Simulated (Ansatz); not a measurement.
A generated cell, not matched to a known phase here, of BeF2: P4₂/mnm (No. 136), tP6, rutile type; a = b = 4.228 Å, c = 2.540 Å, α = β = γ = 90.00°; Be 2a (0.000, 0.000, 0.000); F 4f (0.310, 0.310, 0.000). These are PBEsol (plane waves to 420 eV, PAW, scalar-relativistic; Ansatz, a quantum-chemistry and plane-wave program) values and carry that method's errors. Element references, the lowest calculated here: Be (P6₃/mmc), F (R-3m, a generated molecular cell); gases are represented by their molecular solids.

Total energies (eV/atom, σ → 0; comparable only within this code, potentials and settings):

```csv
phase,E (eV/atom)
BeF2 (P4₂/mnm),-564.884
Be (P6₃/mmc),-90.351
F (R-3m),-797.657
```

**Question.** What is the formation energy of this P4₂/mnm form of BeF2 from the elements?

**Answer.** E_f = -564.884 − [1 × (-90.351) + 2 × (-797.657)] / 3 = -3.00 eV/atom (-9.0 eV per formula unit).

A lower structure of this composition may exist.

Static energies, no anion corrections, no zero-point energy. Values are rounded to 0.01 eV/atom. Not shown to be the ambient phase of their composition (a lower form may be missing, and a cell relaxed within its start's symmetry can be a saddle point): BeF2 (P4₂/mnm). The compounds carry no spin polarisation.
